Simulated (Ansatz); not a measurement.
Mg$_{2}$Rh (MoSi2 or CaC2 type, I4/mmm), PBEsol in the plane-wave PAW code Ansatz, all energies at zero smearing, with the estimated change up to a 700 eV cutoff added, with one set of potentials and settings (totals compare only within such a set). Cell of 3 atoms (2 Mg, 1 Rh): -10163.953 eV.

| element | reference phase | E (eV/atom) |
|---|---|---|
| Mg | P6_3/mmc, 2 atoms in the cell | -1912.0511 |
| Rh | Fm-3m, 1 atoms in the cell | -6338.7479 |

Formation energy per atom, worked out: (-10163.953 − 2×(-1912.0511) − 1×(-6338.7479))/3 = -0.368 eV/atom (-35 kJ per mol of atoms), at 0 K, without zero-point energy or fitted corrections.

The workflow started from a Materials Project entry (that database holds measured and hypothetical structures alike); the Crystallography Open Database copy checked does not list it. Its standing as an ambient phase is unchecked. Symmetry was held in the PBEsol relaxation; whether a distortion lowers the energy is not shown. The run is not spin-polarised. The references are the lowest solids computed at this level, not always the standard phases.

Potentials: the later of the program's two PAW sets.
